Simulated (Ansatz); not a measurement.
**PbSe with Sr replacing Pb: do the settings matter for the field gradients?**

This input was run with Ansatz:

```yaml
crystal:
  lattice:
    - [0.0, 9.18195, 9.18195]
    - [9.18195, 0.0, 9.18195]
    - [9.18195, 9.18195, 0.0]
  atoms:
    - { symbol: Sr, position: [0.0, 0.0, 0.0] }
    - { symbol: Pb, position: [0.0, 0.0, 0.3333333333] }
    - { symbol: Pb, position: [0.0, 0.0, 0.6666666667] }
    - { symbol: Pb, position: [0.0, 0.3333333333, 0.0] }
    - { symbol: Pb, position: [0.0, 0.3333333333, 0.3333333333] }
    - { symbol: Pb, position: [0.0, 0.3333333333, 0.6666666667] }
    - { symbol: Pb, position: [0.0, 0.6666666667, 0.0] }
    - { symbol: Pb, position: [0.0, 0.6666666667, 0.3333333333] }
    - { symbol: Pb, position: [0.0, 0.6666666667, 0.6666666667] }
    - { symbol: Pb, position: [0.3333333333, 0.0, 0.0] }
    - { symbol: Pb, position: [0.3333333333, 0.0, 0.3333333333] }
    - { symbol: Pb, position: [0.3333333333, 0.0, 0.6666666667] }
    - { symbol: Pb, position: [0.3333333333, 0.3333333333, 0.0] }
    - { symbol: Pb, position: [0.3333333333, 0.3333333333, 0.3333333333] }
    - { symbol: Pb, position: [0.3333333333, 0.3333333333, 0.6666666667] }
    - { symbol: Pb, position: [0.3333333333, 0.6666666667, 0.0] }
    - { symbol: Pb, position: [0.3333333333, 0.6666666667, 0.3333333333] }
    - { symbol: Pb, position: [0.3333333333, 0.6666666667, 0.6666666667] }
    - { symbol: Pb, position: [0.6666666667, 0.0, 0.0] }
    - { symbol: Pb, position: [0.6666666667, 0.0, 0.3333333333] }
    - { symbol: Pb, position: [0.6666666667, 0.0, 0.6666666667] }
    - { symbol: Pb, position: [0.6666666667, 0.3333333333, 0.0] }
    - { symbol: Pb, position: [0.6666666667, 0.3333333333, 0.3333333333] }
    - { symbol: Pb, position: [0.6666666667, 0.3333333333, 0.6666666667] }
    - { symbol: Pb, position: [0.6666666667, 0.6666666667, 0.0] }
    - { symbol: Pb, position: [0.6666666667, 0.6666666667, 0.3333333333] }
    - { symbol: Pb, position: [0.6666666667, 0.6666666667, 0.6666666667] }
    - { symbol: Se, position: [0.1666666667, 0.1666666667, 0.1666666667] }
    - { symbol: Se, position: [0.1666666667, 0.1666666667, 0.5] }
    - { symbol: Se, position: [0.1666666667, 0.1666666667, 0.8333333333] }
    - { symbol: Se, position: [0.1666666667, 0.5, 0.1666666667] }
    - { symbol: Se, position: [0.1666666667, 0.5, 0.5] }
    - { symbol: Se, position: [0.1666666667, 0.5, 0.8333333333] }
    - { symbol: Se, position: [0.1666666667, 0.8333333333, 0.1666666667] }
    - { symbol: Se, position: [0.1666666667, 0.8333333333, 0.5] }
    - { symbol: Se, position: [0.1666666667, 0.8333333333, 0.8333333333] }
    - { symbol: Se, position: [0.5, 0.1666666667, 0.1666666667] }
    - { symbol: Se, position: [0.5, 0.1666666667, 0.5] }
    - { symbol: Se, position: [0.5, 0.1666666667, 0.8333333333] }
    - { symbol: Se, position: [0.5, 0.5, 0.1666666667] }
    - { symbol: Se, position: [0.5, 0.5, 0.5] }
    - { symbol: Se, position: [0.5, 0.5, 0.8333333333] }
    - { symbol: Se, position: [0.5, 0.8333333333, 0.1666666667] }
    - { symbol: Se, position: [0.5, 0.8333333333, 0.5] }
    - { symbol: Se, position: [0.5, 0.8333333333, 0.8333333333] }
    - { symbol: Se, position: [0.8333333333, 0.1666666667, 0.1666666667] }
    - { symbol: Se, position: [0.8333333333, 0.1666666667, 0.5] }
    - { symbol: Se, position: [0.8333333333, 0.1666666667, 0.8333333333] }
    - { symbol: Se, position: [0.8333333333, 0.5, 0.1666666667] }
    - { symbol: Se, position: [0.8333333333, 0.5, 0.5] }
    - { symbol: Se, position: [0.8333333333, 0.5, 0.8333333333] }
    - { symbol: Se, position: [0.8333333333, 0.8333333333, 0.1666666667] }
    - { symbol: Se, position: [0.8333333333, 0.8333333333, 0.5] }
    - { symbol: Se, position: [0.8333333333, 0.8333333333, 0.8333333333] }
  symmetry: { detect: false }
kpoints:
  mp_grid: { grid: [2, 2, 2] }
scf:
  occupations: { method: fermi_dirac, width: 0.01 }
  convergence: { dr2_threshold: 0.0001 }
  initial_density: { chi_scale: 0.1 }
hamiltonian:
  xc: pbe
  pseudopotentials: { kind: paw }
output:
  forces: true
  stress: true
  populations: true
  efg: { quadrupole_moments_barn: { Sr: 0.305 }, contact_densities: true }
```

It converged. Of its output the block on the nuclei alone is shown, without the SCF iterations, energies, forces and stress (one atom of each set):

```
--- PAW observables at the nuclei: V_zz in 10²¹ V/m², potentials from the cell's mean, atoms counted from 1 ---
  atom   1  Sr V_zz =    +0.000006   η = 0.5201   by run symmetry: not_imposed   C_q = +0.0000 MHz
            electrostatic potential = -5511.046353 V   contact ρ = 401067.664572 e/Å³
  atom   2  Pb V_zz =    +0.405909   η = 0.1569   by run symmetry: not_imposed
            electrostatic potential = -17478.312132 V   contact ρ = 16532699.300491 e/Å³
  atom   5  Pb V_zz =    -0.037400   η = 0.0003   by run symmetry: not_imposed
            electrostatic potential = -17478.318881 V   contact ρ = 16532698.639974 e/Å³
  atom  15  Pb V_zz =    +2.380454   η = 0.0000   by run symmetry: not_imposed
            electrostatic potential = -17478.321802 V   contact ρ = 16532711.587706 e/Å³
  atom  28  Se V_zz =    +0.074675   η = 0.0000   by run symmetry: not_imposed
            electrostatic potential = -4712.805420 V   contact ρ = 262885.344935 e/Å³
  atom  30  Se V_zz =    -8.431636   η = 0.0000   by run symmetry: not_imposed
            electrostatic potential = -4712.899094 V   contact ρ = 262882.388975 e/Å³
  atom  32  Se V_zz =    +0.183070   η = 0.6307   by run symmetry: not_imposed
            electrostatic potential = -4712.812653 V   contact ρ = 262885.175636 e/Å³
  atom  41  Se V_zz =    -0.000006   η = 0.0843   by run symmetry: not_imposed
            electrostatic potential = -4712.858464 V   contact ρ = 262884.223774 e/Å³
```

Question: Can these gradients be trusted, and how do they compare with a run on standard settings?

Answer: They agree with the standard run. Against the standard input the change is `crystal.symmetry`: not typed → {detect: false}; `scf.convergence.dr2_threshold`: not typed → 0.0001; `scf.initial_density.chi_scale`: not typed → 0.1. A site carries the number of its first atom; V_zz in 10²¹ V/m².

```json
{"site": "Sr", "V_zz standard": "0.00", "η standard": "–", "V_zz here": "<0.005", "η here": "–"}
{"site": "Pb2", "V_zz standard": "0.41", "η standard": "0.16", "V_zz here": "0.41", "η here": "0.16"}
{"site": "Pb5", "V_zz standard": "-0.038", "η standard": "0.00", "V_zz here": "-0.037", "η here": "0.00"}
{"site": "Pb15", "V_zz standard": "2.38", "η standard": "0.00", "V_zz here": "2.38", "η here": "0.00"}
{"site": "Se28", "V_zz standard": "0.075", "η standard": "0.00", "V_zz here": "0.075", "η here": "0.00"}
{"site": "Se30", "V_zz standard": "-8.43", "η standard": "0.00", "V_zz here": "-8.43", "η here": "0.00"}
{"site": "Se32", "V_zz standard": "0.18", "η standard": "0.63", "V_zz here": "0.18", "η here": "0.63"}
```

No V_zz moves by more than 0.01. Other sites with |V_zz| of 0.02 or less aren't listed. SCF iterations: 7 and 8. New warnings: force scf threshold loose, stress scf threshold loose. In the changed run the SCF threshold is loose, yet the gradients stay close to the reference.

On the reference run: The defect repeats with the cell of 54 atoms, so it feels its images: sites between two images don't show the values beside a lone defect, and zeros or small values of η there can come from the images' arrangement. Spin–orbit coupling is left out, which shifts gradients on Pb by a few per cent in wide-gap crystals, and can shift them far more where the calculated gap is small or absent, as here. With a gap of 0.4 eV on this mesh, small gradients can still move by 0.1 × 10²¹ V/m² or more as the k-mesh gets denser. The neighbours have not yet relaxed around the defect (largest force 0.030 eV/Å), so a real crystal will differ.
